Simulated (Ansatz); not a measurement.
A frame of Ta₄Si₃Ni₁₀B₃ from dynamics at 3080 K, with the forces (eV/Å) computed on a k mesh in the last three columns. The calculation used DFT PBE, scalar-relativistic, plane waves, PAW (Ansatz).

Cutoff 420 eV; k points 4×4×4 on the computed 20-atom cell (Γ-centred); Fermi–Dirac smearing, width 0.27 eV; no spin polarisation.

```xyz
20
Lattice="6.095 0.072 0.017 0.072 6.185 -0.105 0.017 -0.105 6.450" Properties=species:S:1:pos:R:3:forces:R:3 pbc="T T T"
Ni    3.435    0.292    1.995    0.480   -1.090   -0.960
Ni    1.861    1.920    0.575   -0.280    0.120    0.570
Ni    0.750    4.179    6.089   -2.490   -0.280   -1.400
Ni    3.535    0.518    4.443   -0.230    0.380    1.070
Ni    4.999    5.658    6.162   -4.710   -0.840    0.510
Ni    0.245    5.451    1.983   -2.260    0.510   -3.380
Ni    2.322    5.651    6.238    1.680    2.200    0.720
Ni    4.115    3.685    1.404    1.400    0.400   -2.040
Ni    1.536    5.579    3.633   -0.070   -0.570    4.760
Ni    2.981    2.349    2.742   -1.470    0.820    1.930
Ta    2.737    3.568    5.123    0.930   -2.150    0.340
Ta    4.827    4.420    4.086    2.470    0.950   -3.320
Ta    5.394    1.583    3.200   -0.340   -0.210   -2.300
Ta    5.346    2.049    5.770   -3.030    0.490    2.500
Si    2.360    4.591    2.093    0.350   -1.760   -1.800
Si    0.181    3.291    1.373    0.210   -1.190    2.680
Si    1.317    1.189    4.864    2.250    0.740    0.160
B     0.697    3.111    4.168    0.220    0.480    0.200
B     1.444    1.024    2.580    1.030   -0.320   -0.990
B     0.269    0.265    0.293    3.850    1.330    0.780
```

Static pressure 14.6 GPa (no kinetic part), no gap on the mesh.

Counting as bonded all pairs within 1.2 times the summed covalent radii:

| atom → neighbour | mean count | mean length (Å) | spread (Å) |
| --- | --- | --- | --- |
| B → Ni | 3.67 | 2.12 | 0.16 |
| B → Si | 0.67 | 2.21 | 0.08 |
| B → Ta | 2.00 | 2.33 | 0.05 |
| Ni → B | 1.10 | 2.12 | 0.16 |
| Ni → Ni | 5.00 | 2.57 | 0.23 |
| Ni → Si | 1.40 | 2.26 | 0.15 |
| Ni → Ta | 3.00 | 2.87 | 0.32 |
| Si → B | 0.67 | 2.21 | 0.08 |
| Si → Ni | 4.67 | 2.26 | 0.15 |
| Si → Si | 0.67 | 2.64 | 0.00 |
| Si → Ta | 2.67 | 2.84 | 0.31 |
| Ta → B | 1.50 | 2.33 | 0.05 |
| Ta → Ni | 7.50 | 2.87 | 0.32 |
| Ta → Si | 2.00 | 2.84 | 0.31 |
| Ta → Ta | 4.50 | 3.26 | 0.52 |

Angles between all pairs of such bonds at an atom (mean ± spread): 100 ± 32° at B, 96 ± 34° at Ni, 99 ± 33° at Si, 94 ± 35° at Ta.

Spin-orbit coupling is left out, which matters for the bands of heavy elements. Spin polarisation was left out, and a magnetic state may lie lower.

Cost: 1 run of about 4.4 core-minutes, on Arm Neoverse V2 (shared hosts).